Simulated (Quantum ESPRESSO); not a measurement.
Band energies of BeO at -0.7 % isotropic strain

```
BeO
1.0
    2.67206     0.00000     0.00000
   -1.33603     2.31407     0.00000
    0.00000     0.00000     4.33863
Be O
2 2
Direct
  0.33333   0.66667   0.99986
  0.66667   0.33333   0.49986
  0.33333   0.66667   0.37764
  0.66667   0.33333   0.87764
```

PBEsol (Quantum ESPRESSO, PseudoDojo norm-conserving, 88 Ry, without SOC); path ΓMKΓALHA,LM,KH; energies in eV from the valence-band maximum.

```
k (1/Å)  point  band 6  band 7  band 8  band 9  band 10  band 11  band 12  band 13
-------  -----  ------  ------  ------  ------  -------  -------  -------  -------
0.00         Γ   -1.05   -1.05   -0.04   -0.04     0.00     7.81    11.83    14.44
0.73             -3.70   -2.59   -2.11   -0.70    -0.55     9.45    12.13    12.91
1.36         M   -4.22   -3.50   -2.76   -2.06    -0.97     9.75    10.22    13.63
1.47             -4.20   -3.52   -2.79   -2.07    -1.04     9.74    10.34    13.56
2.14         K   -3.79   -3.79   -3.03   -2.48    -2.48     8.97    12.88    14.63
2.25             -3.99   -3.60   -3.01   -2.60    -2.29     9.03    12.78    14.40
3.08             -2.87   -2.78   -1.43   -0.68    -0.50     9.36    12.38    13.70
3.71         Γ   -1.05   -1.05   -0.04   -0.04     0.00     7.81    11.83    14.44
3.81             -1.04   -1.04   -0.11   -0.05    -0.05     7.89    11.78    14.45
4.43         A   -3.49   -0.56   -0.56   -0.56    -0.56    10.05    10.05    14.77
4.54             -3.49   -0.62   -0.62   -0.58    -0.58    10.07    10.07    14.59
5.37             -4.94   -1.92   -1.92   -1.68    -1.68     9.45     9.45    14.51
5.79         L   -5.72   -1.95   -1.95   -1.79    -1.79     9.02     9.02    14.68
6.13             -5.50   -2.92   -2.92   -1.46    -1.46     9.81     9.81    14.08
6.57         H   -4.64   -4.54   -4.54   -1.32    -1.32    11.62    11.62    12.19
6.85             -5.02   -3.77   -3.77   -1.38    -1.38    10.84    10.84    13.08
7.59             -3.72   -1.72   -1.72   -1.15    -1.15    10.23    10.23    13.90
8.14         A   -3.49   -0.56   -0.56   -0.56    -0.56    10.05    10.05    14.77
8.14         L   -5.72   -1.95   -1.95   -1.79    -1.79     9.02     9.02    14.68
8.87         M   -4.22   -3.50   -2.76   -2.06    -0.97     9.75    10.22    13.63
8.87         K   -3.79   -3.79   -3.03   -2.48    -2.48     8.97    12.88    14.63
9.59         H   -4.64   -4.54   -4.54   -1.32    -1.32    11.62    11.62    12.19
```

The PBEsol gap is direct, 7.81 eV at Γ.

Geometry strained from the cell relaxed with PBEsol, atoms relaxed again.
